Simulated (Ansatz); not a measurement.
In2Se3:
```
CELL_PARAMETERS angstrom
      3.91239     0.00000     0.00000
     -1.95620     3.38823     0.00000
      0.00000     0.00000     9.79805
ATOMIC_POSITIONS crystal
  In 0.00000 0.00000 0.42651
  In 0.00000 0.00000 0.82511
  Se 0.66667 0.33333 0.61593
  Se 0.33333 0.66667 0.28674
  Se 0.66667 0.33333 0.97071
```

Relaxed with r²SCAN+D4.

### Question
Map the electron localisation function on the plane through (0.000, 0.000, 0.427) spanned by u = [0, 0, 1] and v = [1, -1, 0] in lattice vectors, from plane-wave PAW r²SCAN+D4 (Ansatz code).

### Answer
x is the fraction of u, y of v (the angle between them is 90°; rows are the nearest grid lines); atoms in the plane: In at (0.00, 0.00), In at (0.40, 0.00), Se at (0.19, 0.67), Se at (0.86, 0.33), Se at (0.54, 0.67).
```
|   ::..   ..::     :..           ..::   |
|   ::..  ...::     :..           ..::   |
|..::..:---:..::...:::::..        ...::..|
|:::..-=+*+=:..::::::+++=-:       ...::::|
|..:-*%%@@@%#=:..:-+#@%%%%#=       ......|
|..:+%@@@@@@%*-.:-+#%@@@@@%*.       .....|
| :+#%%#++#%%#=..-*%%++#@@@%+.           |
| :*%%%+::=%%#=. -*%#::=%@@@*.           |
| :*%%#-..-#%#=. -*##..-%@@@#.           |
| :+%%%+--+%%#=. -*##-:+%@@@*.           |
| .-*%%%%%%@%*-..-*#%%%%@@@*.  .:-==-:.. |
|..:=#%%%%%%%+:..:+#%%%%%%#-  .=*****+-:.|
|:. .-+*###*=:.  .-=+****=.  :*%@%%%%%#+:|
|=.  .:-===-:.   ..:-==--.  .+%@@@%%%%#*=|
|+-.                        =%@@@*-:+#%#+|
|+-.                       .*@@@%=..-*##+|
|+-.                       .+%@@%+::=#%#+|
|+-.                        =%@@@#++#%%#+|
|-:..        ........       .+%@@@@@@@#+-|
|:....      ....:::...       -*%%%@@%#+-:|
|::::...   ...:::::::.        .-=+++-::::|
|..::...   ...::...::..        .::-::::..|
|   ::..   ..::     :..           ..::   |
|   ::..   ..::     :..           ..::   |
```
Scale: ten equal steps from 0.002 (start of ' ') to 0.873 (end of '@'), in the order ' .:-=+*#%@'; x runs from 0.000 to 1.00, y from 0.000 (bottom) to 1.00 (top).

The density is the valence pseudo-density with augmentation charge, so density and ELF within about 1 Å of a nucleus are not all-electron values.

Space group P3m1. The start of the workflow was typed in or built on a structure type; neither database checked (COD, Materials Project) lists it. COD files the formula under space group No. 160, 166, 169, 170. Whether it is the stable phase at ambient conditions was not checked. The cell was relaxed with r²SCAN+D4 under the symmetry of its start; whether a distortion lowers the energy is not shown.

Potentials: the earlier of the program's two PAW sets.
